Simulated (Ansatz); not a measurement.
Name crystals whose computed values (DFT-LDA in the program Ansatz with PAW potentials) fall in these windows: Θ_D (K) 540 to 670; electron conductivity mass (mₑ) 0.23 to 0.31.



```json
[
 {"crystal": "Si, P6_3/mmc (Si on 4f)", "Θ_D (K)": "626", "electron conductivity mass (mₑ)": "0.27"}
]
```
Others may fit too.

Not the usual ambient phase: Si, P6_3/mmc (Si on 4f). The cell was relaxed under the symmetry of its start.

Potentials: the earlier of the program's two PAW sets. The files were generated under PBE; for other functionals the program regenerates the frozen cores, and for LDA and PBEsol the local potential too.
